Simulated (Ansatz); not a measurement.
Below is a relaxed structure of Be3Mo2. The cell was found from a structure generator's guess, not taken from experiment.

Computed with DFT PBE, scalar-relativistic, plane waves, PAW (Ansatz 0.2.0). Cutoff 420 eV, Γ-centred mesh, Gaussian smearing, no spin polarisation.

```
CELL_PARAMETERS angstrom
-1.54191 1.54191 6.49530
1.54191 -1.54191 6.49530
1.54191 1.54191 -6.49530
ATOMIC_POSITIONS crystal
Be 0.09747 0.09747 0.00000
Be 0.50000 0.50000 0.00000
Be 0.90253 0.90253 0.00000
Mo 0.30389 0.30389 0.00000
Mo 0.69611 0.69611 0.00000
```

Formation energies are uncorrected and refer to the elements' standard structures at the same level.

Q: What space group does it have?

A: I4/mmm (No. 139). Conventional cell: a = 3.084 Å, c = 12.991 Å. Be on a site of symmetry 4mm has 5 Be at 2.52–2.53 Å, 4 Mo at 2.53 Å, 1 Mo at 2.68 Å and 4 Be at 3.08 Å; Be on a site of symmetry 4/mmm is surrounded by 8 Be at 2.52 Å, 2 Mo at 2.55 Å and 4 Be at 3.08 Å; around Mo lie 6 Be at 2.53–2.68 Å, 4 Mo at 2.59 Å and 4 Mo at 3.08 Å.

Q: What is its formation energy per atom?

A: +0.24 eV/atom. The separate elements lie lower, so it is unstable against them.

Q: Is it a metal?

A: Yes, bands cross the Fermi level on the 18×18×18 mesh.

Q: From what recipe could a structure generator have reached it?

A: One such recipe: ordered superstructure of bcc (I4/mmm, No. 139). Other recipes can lead to the same cell.

The last run used an 18×18×18 mesh for its 5-atom cell and Gaussian smearing of 0.10 eV. Symmetry constrained the relaxation, so the result can be a saddle point.
